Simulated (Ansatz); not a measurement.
## Relaxing a structure of NbRu

The start is a generated cell, NbRu placed in the AFLOW prototype AB_mC8_15_c_e (B26, as in CuO). The cell and all atomic positions are relaxed at zero pressure with PBEsol (plane waves to 420 eV, PAW, scalar-relativistic; Ansatz, a first-principles code). The first steps use a coarse 10×10×6 k-mesh.

The start:
```
CELL_PARAMETERS angstrom
      2.85440    -2.08584     0.00000
      2.85440     2.08584     0.00000
     -2.55107     0.00000     5.39516
ATOMIC_POSITIONS crystal
  Nb 0.50000 0.50000 0.00000
  Nb 0.50000 0.50000 0.50000
  Ru 0.16840 0.83160 0.25000
  Ru 0.83160 0.16840 0.75000
```

### Question
Does the structure survive the relaxation? Give the final space group.

### Answer
The space group goes from C2/c (No. 15) to P4/mmm (No. 123), with 2 atoms in the primitive cell.

### Question
By how much does the energy per atom fall from start to end?

### Answer
About 2.1 eV/atom.

### Question
How does the volume change?

### Answer
-3.6 %, from 16.06 to 15.48 Å³/atom.

### Question
How do the shortest distances between atoms change?

### Answer
The closest pairs of elements (up to four, under 3.6 Å), start → end: Nb–Ru 2.03 → 2.72 Å; Nb–Nb 2.98 → 3.01 Å; Ru–Ru 3.20 → 3.01 Å.

### Question
What band gap does the relaxed structure have at this level?

### Answer
Zero (metallic).

### Question
What does it relax into? Give the structure.

### Answer

```cif
data_NbRu
_chemical_formula_sum 'Nb1 Ru1'
_space_group_name_H-M_alt 'P4/mmm'
_space_group_IT_number 123
_space_group_name_Hall '-P 4 2'
_cell_length_a 3.20429
_cell_length_b 3.20429
_cell_length_c 3.01452
_cell_angle_alpha 90.000
_cell_angle_beta 90.000
_cell_angle_gamma 90.000
loop_
_atom_site_label
_atom_site_type_symbol
_atom_site_symmetry_multiplicity
_atom_site_Wyckoff_symbol
_atom_site_fract_x
_atom_site_fract_y
_atom_site_fract_z
_atom_site_occupancy
Nb1 Nb 1 c 0.50000 0.50000 0.00000 1
Ru1 Ru 1 b 0.00000 0.00000 0.50000 1
```

Final values are on a 15×15×15 k-mesh of the relaxed cell. The start holds a very short contact (Nb–Ru 2.03 Å). No spin polarisation in the result.

The run could not lose the symmetry of its start.

The first start was generated by placing the elements on the sites of a structure type. A measured structure of NbRu has the same space group, P4/mmm (No. 123); the sites were not compared with it.
